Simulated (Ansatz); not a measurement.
**Elastic constants of TiRh: input and output**

The calculation used DFT LDA, scalar-relativistic, plane waves, PAW in Ansatz 0.2.0.

Launched with:
```bash
ansatz run input.yaml --threads 1 --pin off --max-ram 3072MiB --backend cpu --events-out ev --progress --plain --runs-dir out
```

Input (bare energies are in eV):
```yaml
crystal:
  lattice:
    - [2.9018926595, 0.0, 0.0]
    - [0.0, 2.9018926595, 0.0]
    - [0.0, 0.0, 3.3451473721]
  atoms:
    - { symbol: Ti, position: [0.5, 0.5, 0.5] }
    - { symbol: Rh, position: [0.0, 0.0, 0.0] }
basis:
  ecutwfc: 420
kpoints:
  mp_grid: { grid: [14, 14, 12] }
hamiltonian:
  xc: lda
scf:
  occupations: { method: fermi_dirac, width: 0.15 }
output:
  forces: true
  stress: true
  eigenvalues: true
elastic:
  mode: relaxed_ion
  amplitude: 0.005
```

From the output:
```
--- Elastic constants: 4 strain directions × 4 members + reference (group order 16) ---
  dense FFT box of the reference and of every strained cell: 20×20×24
  strains applied: 11, 33, 23, 12; error gains: componentwise 1.00 (the most a stress slope's error grows in a printed constant), spectral 1.41 (1 for all six strains in a standard setting)
  C = ∂σ_k/∂η_j (tension-positive GPa; Voigt order 11 22 33 23 13 12):
       312.223    153.163    194.079      0.000      0.000     -0.000
       153.163    312.223    194.079      0.000      0.000     -0.000
       194.123    194.123    294.683      0.000      0.000     -0.000
         0.000      0.000      0.000     63.983     -0.000      0.000
         0.000      0.000      0.000      0.000     63.983      0.000
        -0.000     -0.000      0.000      0.000      0.000     52.280
  reference stress σ⁰ (GPa):      0.001      0.001     -0.003     -0.000     -0.000     -0.000
  C* (energy form; C + prestress term) asymmetry max|C*_kj − C*_jk| = 3.861e-2 GPa — a small one proves nothing (zero by symmetry where the batch's group is 432, −43m or m−3m); a large one is finite-difference/SCF noise where every solve ...
  moduli (Voigt/Reuss/Hill, GPa): K = 222.43/221.99/222.21   G = 61.23/59.13/60.18   E = 165.60   ν = 0.376
  mechanically stable: yes (min eigenvalue of sym C = 52.28 GPa)
  strain η (Voigt 11):  stress-route row diagonal C_11 = 312.22 GPa, energy-path curvature d²(F+E_count+ΔE)/dδ²/Ω₀ = 312.23 GPa
    cells at ±δ against ±2δ: C31 194.19 and 194.38 GPa, apart by 0.06 % of the column's largest entry
         δ    σ_11 (GPa) F (eV) n_scf n_hpsi n_pw
    -1.000e-2      -3.2742       -8730.5527404       9  168367    566   relax 0 steps, max|allowed force component| 1.97e-31 eV/Å
    -5.000e-3      -1.5980       -8730.5548732       4  131585    566   relax 0 steps, max|allowed force component| 6.71e-30 eV/Å
     5.000e-3       1.5246       -8730.5548914       5  131596    570   relax 0 steps, max|allowed force component| 0.00e0 eV/Å
     1.000e-2       2.9727       -8730.5529104       7  146108    572   relax 0 steps, max|allowed force component| 6.71e-30 eV/Å
  strain η (Voigt 33):  stress-route row diagonal C_33 = 294.68 GPa, energy-path curvature d²(F+E_count+ΔE)/dδ²/Ω₀ = 294.69 GPa
    cells at ±δ against ±2δ: C13 194.14 and 194.32 GPa, apart by 0.06 % of the column's largest entry
         δ    σ_33 (GPa) F (eV) n_scf n_hpsi n_pw
    -1.000e-2      -2.9993       -8730.5529450      10  100572    558   relax 0 steps, max|allowed force component| 1.75e-28 eV/Å
    -5.000e-3      -1.4895       -8730.5549139       4   74162    566   relax 0 steps, max|allowed force component| 1.77e-28 eV/Å
     5.000e-3       1.4570       -8730.5549256       4   73659    566   relax 0 steps, max|allowed force component| 1.78e-28 eV/Å
     1.000e-2       2.8919       -8730.5530102       7   79681    568   relax 0 steps, max|allowed force component| 2.53e-29 eV/Å
  strain η (Voigt 23):  stress-route row diagonal C_44 = 63.98 GPa, energy-path curvature d²(F+E_count+ΔE)/dδ²/Ω₀ = 63.96 GPa
    cells at ±δ against ±2δ: C44 63.99 and 64.03 GPa, apart by 0.05 % of the column's largest entry
         δ    σ_23 (GPa) F (eV) n_scf n_hpsi n_pw
    -1.000e-2      -0.6403       -8730.5550045       7  234003    566   relax 0 steps, max|allowed force component| 1.08e-28 eV/Å
    -5.000e-3      -0.3200       -8730.5554270       3  181672    566   relax 0 steps, max|allowed force component| 1.01e-28 eV/Å
     5.000e-3       0.3200       -8730.5554270       3  178570    566   relax 0 steps, max|allowed force component| 1.02e-28 eV/Å
     1.000e-2       0.6403       -8730.5550045       7  203869    566   relax 0 steps, max|allowed force component| 3.87e-29 eV/Å
  strain η (Voigt 12):  stress-route row diagonal C_66 = 52.28 GPa, energy-path curvature d²(F+E_count+ΔE)/dδ²/Ω₀ = 52.26 GPa
    cells at ±δ against ±2δ: C66 52.28 and 52.28 GPa, apart by 0.00 % of the column's largest entry
         δ    σ_12 (GPa) F (eV) n_scf n_hpsi n_pw
    -1.000e-2      -0.5228       -8730.5551108       7  136700    566   relax 0 steps, max|allowed force component| 2.68e-29 eV/Å
    -5.000e-3      -0.2614       -8730.5554547       3  104768    566   relax 0 steps, max|allowed force component| 5.52e-29 eV/Å
     5.000e-3       0.2614       -8730.5554547       3  102407    566   relax 0 steps, max|allowed force component| 2.64e-29 eV/Å
     1.000e-2       0.5228       -8730.5551108       7  117935    566   relax 0 steps, max|allowed force component| 0.00e0 eV/Å
```

Time: 3.4 min on 1 thread of Arm Neoverse V1, with other jobs on the host, peak memory 0.64 GiB.

In a metal, frequencies and elastic constants depend on the k mesh and the smearing, soft modes and shear constants most.